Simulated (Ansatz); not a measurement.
Electric field gradients in SnSe

Method: DFT LDA, scalar-relativistic, plane waves, PAW in Ansatz 0.2.0. Cutoff 420 eV, 4×10×8 k-points (Γ-centred), fixed occupations. No spin polarisation.

The cell, relaxed at this level:
```
Sn Se
1.0
    11.31694    0.00000    0.00000
     0.00000    4.11575    0.00000
     0.00000    0.00000    4.31716
Sn Se
4 4
Direct
  0.11734 0.25000 0.09529
  0.38266 0.75000 0.59529
  0.61734 0.25000 0.40471
  0.88266 0.75000 0.90471
  0.35770 0.25000 0.02465
  0.14230 0.75000 0.52465
  0.85770 0.25000 0.47535
  0.64230 0.75000 0.97535
```

Spin–orbit coupling is left out, which matters for gradients at heavy nuclei.

Give V_zz (10²¹ V/m²) and the asymmetry η at each distinct site.

## Answers

```csv
atom,V_zz,η
Sn (atom 1),-8.77,0.30
Se (atom 5),-4.49,0.07
```

Cost: 1 run of about 1.3 core-minutes, on Arm Neoverse V1 (shared hosts).